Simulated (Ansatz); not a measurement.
Structure: an ordered 8-atom cell of Ga4P3N on the zincblende lattice (Pmm2), at its r2SCAN minimum. It is orthorhombic, Pmm2 (No. 25); conventional cell a = 3.694 Å, b = 7.431 Å, c = 5.164 Å, 17.72 Å³ an atom. N is surrounded by 4 Ga at 1.99–2.11 Å; Ga is surrounded by 2 N at 2.11 Å and 2 P at 2.34 Å; P is surrounded by 4 Ga at 2.31–2.34 Å; Ga is surrounded by 1 N at 1.99 Å and 3 P at 2.33–2.40 Å; P is surrounded by 4 Ga at 2.32–2.40 Å; Ga is surrounded by 4 P at 2.31–2.32 Å.

```
N Ga P
1.0
     3.69415    0.00000    0.00000
     0.00000    7.43097    0.00000
     0.00000    0.00000    5.16434
N Ga P
1 4 3
Direct
  0.00000 0.00000 0.00529
  0.50000 0.00000 0.80618
  0.00000 0.78193 0.22816
  0.50000 0.50000 0.72943
  0.00000 0.21807 0.22816
  0.50000 0.76698 0.50126
  0.00000 0.50000 0.00027
  0.50000 0.23302 0.50126
```

3 runs of the plane-wave code Ansatz on this cell differ in the functional (and in the settings that go with it). Levels are in eV from each run's valence top; v1 is the last filled band, c1 the first empty one.

Run A, mean stress +3.0 GPa (compression positive):

| point | v5 | v3 | v1 | c1 | c2 | c3 |
| --- | --- | --- | --- | --- | --- | --- |
| Γ | -1.80 | -0.58 | -0.07 | 0.00 | 1.86 | 2.19 |
| X | -2.95 | -2.90 | -1.10 | 1.34 | 1.54 | 1.90 |
| S | -3.12 | -2.88 | -2.41 | 2.53 | 2.57 | 2.70 |
| Y | -2.10 | -1.38 | 0.00 | 1.08 | 2.45 | 3.00 |
| Z | -1.54 | -1.20 | -0.89 | 0.82 | 2.34 | 2.39 |
| U | -3.90 | -1.50 | -0.99 | 0.92 | 2.30 | 4.14 |

Run B, mean stress 0.0 GPa (compression positive):

| point | v5 | v3 | v1 | c1 | c2 | c3 |
| --- | --- | --- | --- | --- | --- | --- |
| Γ | -1.88 | -0.62 | -0.07 | 0.27 | 2.16 | 2.56 |
| X | -3.07 | -3.05 | -1.16 | 1.62 | 1.78 | 2.18 |
| S | -3.24 | -2.99 | -2.51 | 2.84 | 2.85 | 3.00 |
| Y | -2.19 | -1.43 | 0.00 | 1.33 | 2.75 | 3.36 |
| Z | -1.61 | -1.27 | -0.94 | 1.10 | 2.64 | 2.68 |
| U | -4.03 | -1.58 | -1.04 | 1.22 | 2.71 | 4.54 |

Run C, mean stress +0.6 GPa (compression positive):

| point | v5 | v3 | v1 | c1 | c2 | c3 |
| --- | --- | --- | --- | --- | --- | --- |
| Γ | -1.98 | -0.66 | -0.08 | 0.71 | 2.65 | 2.98 |
| X | -3.20 | -3.14 | -1.20 | 1.97 | 2.19 | 2.67 |
| S | -3.35 | -3.11 | -2.60 | 3.28 | 3.35 | 3.45 |
| Y | -2.30 | -1.45 | 0.00 | 1.82 | 3.18 | 3.90 |
| Z | -1.68 | -1.28 | -0.98 | 1.60 | 3.14 | 3.22 |
| U | -4.27 | -1.67 | -1.09 | 1.73 | 3.21 | 5.07 |

Question: Match the runs to PBE, r2SCAN, HSE06.

Answer: A is PBE, B is r2SCAN, C is HSE06. In order of the gap: PBE 0, r2SCAN 0.27, HSE06 0.71 eV. The stress vanishes for r2SCAN, which relaxed the cell.

Spin-unpolarised throughout. Whether this structure exists isn't addressed.

The stress of a hybrid is loosely converged in these runs.

The meshes of the hybrids are coarse, so their gaps aren't converged to the digits shown.
